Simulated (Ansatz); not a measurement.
# Relaxing Au

Method: Ansatz, DFT PBEsol, scalar-relativistic, plane waves, PAW. Settings: 420 eV cutoff, 16×16×16 k-mesh, Gaussian smearing of 0.10 eV, no spin polarisation.

What was changed: uniaxial strain along c, with a, b and atoms relaxed: -2.0 %.

Spin–orbit coupling is left out, which can shift energies with elements as heavy as these.

Command:

```bash
ansatz run input.yaml --threads 1 --pin off --max-ram 2560MiB --backend cpu --events-out ev --progress --plain --runs-dir out
```

Input:

```yaml
crystal:
  lattice:
    - [3.2583575218, 0.0, 0.0]
    - [0.0, 3.2583575218, 0.0]
    - [0.0, 0.0, 3.1773038521]
  atoms:
    - { symbol: Au, position: [0.0, 0.0, 0.0] }
    - { symbol: Au, position: [0.5, 0.5, 0.5] }
basis:
  ecutwfc: 420
kpoints:
  mp_grid: { grid: [16, 16, 16] }
hamiltonian:
  xc: pbesol
scf:
  occupations: { method: gaussian, width: 0.1 }
output:
  forces: true
  stress: true
  eigenvalues: true
relax:
  adjacent_minimum: "off"
  f_tol: 0.008
  max_steps: 40
  cell: { stress_tol: 0.015, fix: [c, angles] }
```

F is the free energy. Steps run on the plane waves of an earlier cell, but the last one, and at times one on the way, on a freshly chosen basis, so a repeated geometry can differ a little in energy. The held parts of the cell keep their stress, so P needn't end at zero.

Steps:

```tsv
step	F − F(1) (eV)	largest force component (eV/Å)	V (Å³/atom)	P (GPa)
1	0.0000	0.000	16.867	2.06
2	0.0027	0.000	17.374	-2.97
3	-0.0027	0.000	17.088	-0.25
4	-0.0027	0.000	17.078	-0.16
5	-0.0029	0.000	17.078	-0.16
```

Relaxed structure:

```cif
data_structure
_symmetry_space_group_name_H-M 'P 1'
_symmetry_Int_Tables_number 1
_cell_length_a 3.2788
_cell_length_b 3.2788
_cell_length_c 3.1773
_cell_angle_alpha 90.000
_cell_angle_beta 90.000
_cell_angle_gamma 90.000
_cell_volume 34.16
loop_
_atom_site_label
_atom_site_type_symbol
_atom_site_fract_x
_atom_site_fract_y
_atom_site_fract_z
_atom_site_occupancy
Au1 Au 0.00000 0.00000 0.00000 1
Au2 Au 0.50000 0.50000 0.50000 1
```

Symmetry: I4/mmm, No. 139, tetragonal system. The conventional cell has a = 3.279 Å, b = 3.279 Å, c = 3.177 Å, α = 90.00°, β = 90.00°, γ = 90.00°. Au (site symmetry 4/mmm) has 10 Au at 2.81 to 3.18 Å as nearest neighbours.

The run converged. The run took 40 s on 1 thread of Intel(R) Xeon(R) 6975P-C (Granite Rapids) (shared host), peak memory 0.58 GiB.